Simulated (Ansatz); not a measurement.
**ZnH2SO5 — field gradients at the nuclei**

The cell is a Materials Project structure (computed, not necessarily an observed phase), taken as it stands.

```
CELL_PARAMETERS angstrom
3.45122 -3.88853 0.00000
3.45122 3.88853 0.00000
-3.26162 0.00000 6.88899
ATOMIC_POSITIONS crystal
Zn 0.00000 0.50000 0.50000
Zn 0.50000 0.00000 0.00000
H 0.37054 0.45404 0.79596
H 0.54596 0.62946 0.70404
H 0.62946 0.54596 0.20404
H 0.45404 0.37054 0.29596
S 0.90559 0.09441 0.75000
S 0.09441 0.90559 0.25000
O 0.77359 0.18236 0.89908
O 0.81764 0.22641 0.60092
O 0.22641 0.81764 0.10092
O 0.18236 0.77359 0.39908
O 0.82198 0.78753 0.65838
O 0.21247 0.17802 0.84162
O 0.17802 0.21247 0.34162
O 0.78753 0.82198 0.15838
O 0.38420 0.61580 0.75000
O 0.61580 0.38420 0.25000
```

Sites (sets of like atoms) are named by element and the number of their first atom in this list.

Computed with Ansatz: DFT, PBE, plane waves and PAW, scalar-relativistic, 420 eV cutoff, Γ-centred 5×5×4 k-points, Fermi–Dirac smearing 0.02 eV.

V_zz is the principal component of the electric field gradient with the largest magnitude, η = (V_xx − V_yy)/V_zz and C_Q = eQV_zz/h.

Zn-67: I = 5/2, Q = 122.0 mb; H-2: I = 1, Q = 2.858 mb; S-33: I = 3/2, Q = -69.40 mb; ¹⁷O: I = 5/2, Q = -25.58 mb. Quadrupole moments are those of Pyykkö's year-2017 table.

```
site  atoms (order as listed)                                        first shell  V_zz (10²¹ V/m²)     η  C_Q (MHz)
  Zn                     1, 2                                 6 O at 2.06–2.21 Å              2.49  0.69       7.34
   H               3, 4, 5, 6                  1 O at 1.00 Å; also 1 O at 1.74 Å              2.92  0.06      0.202
   S                     7, 8                                 4 O at 1.48–1.50 Å             -0.92  0.83       1.54
  O9            9, 10, 11, 12          1 S at 1.48 Å, 1 Zn at 2.06 Å, angle 137°             14.42  0.18      -8.92
 O13           13, 14, 15, 16  1 S at 1.50 Å, 1 Zn at 2.12 Å; also 1 H at 1.74 Å             14.15  0.30      -8.75
 O17                   17, 18                      2 H at 1.00 Å, 2 Zn at 2.21 Å              9.55  0.85      -5.90
```

At O9 and O13 V_zz points along the shorter of its two bonds, to S (within 6°) in each case. At H V_zz points along its bond to O (within 2°).

The largest force is 0.3 eV/Å, so the atoms aren't at the calculated equilibrium and relaxing them would move these values. The lattice is static: at room temperature water may turn and average the couplings of its hydrogen.
